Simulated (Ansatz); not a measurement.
Relaxed candidate structures of ScSi:

A. Cmcm (No. 63), oS8; a = 3.947 Å, b = 9.822 Å, c = 3.640 Å, α = 90.00°, β = 90.00°, γ = 90.00°; Sc 4c (0.000, 0.139, 0.750); Si 4c (0.000, 0.581, 0.250)

B. Pmmm (No. 47), oP2; a = 2.879 Å, b = 3.012 Å, c = 4.524 Å, α = 90.00°, β = 90.00°, γ = 90.00°; Sc 1e (0.000, 0.500, 0.000); Si 1c (0.000, 0.000, 0.500)

C. P3₁12 (No. 151), hP6; a = 4.702 Å, b = 4.702 Å, c = 6.869 Å, α = 90.00°, β = 90.00°, γ = 120.00°; Sc 3b (0.069, 0.534, 0.500); Si 3b (0.424, 0.212, 0.500)

Problem. Put the candidates in order of energy per atom, lowest first, for PBEsol (plane waves to 420 eV, PAW, scalar-relativistic; Ansatz, a program for electronic structure).

Solution. A (reference, the lowest among the structures calculated here), C (+0.80 eV/atom), B (+0.95 eV/atom)

Probably no minimum, since a slightly shaken restart fell lower: Pmmm, oP2 (by 0.66 eV/atom, to P4/mmm). Each run could gain symmetry but not lose that of its start, so entries can be saddle points. From databases, or of a type measured for this composition: Cmcm, oS8; the others are generated cells (placed on structure types, drawn at random, substituted or restacked) that were not matched to a known phase here. Static energies at zero pressure. No spin polarisation in the result.
